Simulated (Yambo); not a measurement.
Here is the system:

```
CELL_PARAMETERS angstrom
      4.76648     0.00000     0.00000
      0.00000     4.76648     0.00000
      0.00000     0.00000     3.21206
ATOMIC_POSITIONS crystal
  O  0.80630 0.80630 0.50000
  O  0.19370 0.19370 0.50000
  O  0.30630 0.69370 0.00000
  O  0.69370 0.30630 0.00000
  Sn 0.00000 0.00000 0.00000
  Sn 0.50000 0.50000 0.50000
```

Workflow: norm-conserving PBE (stringent potentials; Quantum ESPRESSO, 102 Ry, without SOC), then G0W0 in Yambo (2×2×4 Γ-centred k mesh, bands 9 to 227 and a 12 Ry block in the screening, 227 bands in G with the Bruneval-Gonze terminator, plasmon pole fitted at 27.2 eV).

**Question.** Give the PBE and G0W0 gaps between the band edges found on this mesh, and say where the edges lie.

**Answer.** Edges: Γ → Γ. PBE: 1.03 eV; G0W0: 2.40 eV. Nearest settings tried, and what they do to the gap: 130 bands in G: +11 meV; 130 bands in W, 130 bands in G: +53 meV; 7 Ry block (177 vectors against 331): -113 meV. Not varied: mesh. So the settings aren't converged at that level. The k mesh is coarse. Spin-orbit splittings are left out.

Geometry relaxed with PBEsol.
